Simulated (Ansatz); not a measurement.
## Convergence of Y3Mg with the plane-wave cutoff

These are results of Ansatz 0.2.0, DFT PBEsol, scalar-relativistic, plane waves, PAW, not measurements.

```
Y Mg
1.0
     4.97096    0.07817    0.00259
     0.07817    4.95588   -0.01073
     0.00259   -0.01073    4.93911
Y Mg
3 1
Cartesian
  2.4916 2.5972 0.0384
  2.5190 0.0626 2.5016
  0.0335 2.6051 2.4749
  0.0531 0.0010 0.0769
```

| Item | Value |
| --- | --- |
| Γ-centred k-mesh | 6×6×6 |
| occupation rule | Gaussian smearing, 0.1 eV |
| spin treatment | unpolarised |
| valence charge of the PAW sets | Y 11, Mg 10 |

The atoms stay fixed while the plane-wave cutoff is varied. ΔE is the energy extrapolated to zero smearing, less that of the reference run (600 eV). The cell was strained and its atoms displaced at random, so that forces don't vanish. Pressure is positive in compression and holds a correction for the finite cutoff (Pulay stress).

Question: Tried: 200, 250, 300, 350, 420, 600 eV. From which plane-wave cutoff on does the energy per atom stay within 100, 10 and 1 meV of the reference?

Answer: 300 for 100 meV, 300 for 10 meV, 350 for 1 meV. The reference itself isn't shown to be converged. At 300 eV, where the energy is within 10 meV, force components already agree to within 0.001 eV/Å, where the largest force is 0.396 eV/Å.

| cutoff (eV) | ΔE (meV/atom) | P (GPa) | largest change of a force component (eV/Å) | plane waves at Γ |
| --- | --- | --- | --- | --- |
| 200 | 947 | -1.80 | 0.006 | 761 |
| 250 | 113 | -1.84 | 0.004 | 1085 |
| 300 | 9.95 | -1.85 | 0.000 | 1401 |
| 350 | 0.62 | -1.85 | 0.000 | 1809 |
| 420 | 0.18 | -1.85 | 0.000 | 2395 |
| 600 | 0.00 | -1.85 | 0.000 | 4021 |